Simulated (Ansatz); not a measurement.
Structures of KOs3: which is lowest?

Plane-wave DFT in Ansatz with scalar-relativistic PAW potentials, cutoff 420 eV, Γ-centred meshes chosen by cell and gap, Gaussian smearing with energies taken to zero width. Every cell was relaxed (cell and atoms) in a run of its own, within the symmetry of its start. Functional: PBE.

Relaxed structures (starts from databases or built by putting these elements on another compound's sites):
A. Fm-3m, 4 atoms in the computed cell, a = 6.378 Å; sites (symmetry × multiplicity) K m-3m × 4, Os -43m × 8 + m-3m × 4; start: built
B. P6_3/mmc, 8 atoms in the computed cell, a = 7.588 Å, c = 4.335 Å; sites (symmetry × multiplicity) K -6m2 × 2, Os mm2 × 6; start: built

**Question.** Rank them by energy. Could pressure change the order?

**Answer.**
```tsv
structure	group	E − E(lowest) (meV/atom)	V (Å³/atom)	gap on mesh (eV)
B	P6_3/mmc	0.0	27.02	0.00
A	Fm-3m	191	16.22	0.00
```

B is lowest, 191 meV/atom under A. A is denser by 10.81 Å³/atom, so pressure favours it: ΔE/ΔV, with ΔE in eV and 1 eV/Å³ = 160.2 GPa, gives about 2.8 GPa for equal enthalpy if both cells were rigid, a rough figure since the two compress differently. Other structures may lie lower than all of these, and vibrations aren't counted.

Spin-orbit coupling is left out, which matters for the bands of heavy elements.